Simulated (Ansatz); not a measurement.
According to PBEsol in the plane-wave PAW code Ansatz, Ta2GeB2 in the hexagonal phase (P-6m2; Ta on 2h, Ge on 1a, B on 1b, B on 1f) relaxes to a = 3.157 Å, c = 6.990 Å. Ge has 6 nearest neighbours from 2.67 Å (trigonal prismatic). Against the elements it lies at -0.62 eV/atom, with no fitted shifts.

Electronic character: metallic (no gap). Gap from PBEsol with spin–orbit coupling: none (metallic).

The bulk modulus is 239 GPa. The highest mode at Γ lies at 741 cm⁻¹.

The start of the workflow was typed in or built on a structure type; neither database checked (COD, Materials Project) lists it. Its standing as an ambient phase is unchecked. The cell was relaxed with PBEsol under the symmetry of its start; its stability against distortions is not shown here. The run is not spin-polarised. As this level gives no gap, phonon frequencies hold no LO–TO term and depend on the k-mesh and smearing (Fermi–Dirac, 0.1 eV here). The references are the lowest solids computed at this level, not always the standard phases. Spin–orbit coupling is left out wherever it is not named.

Potentials: the earlier of the program's two PAW sets. The files were generated under PBE; for other functionals the program regenerates the frozen cores, and for LDA and PBEsol the local potential too.
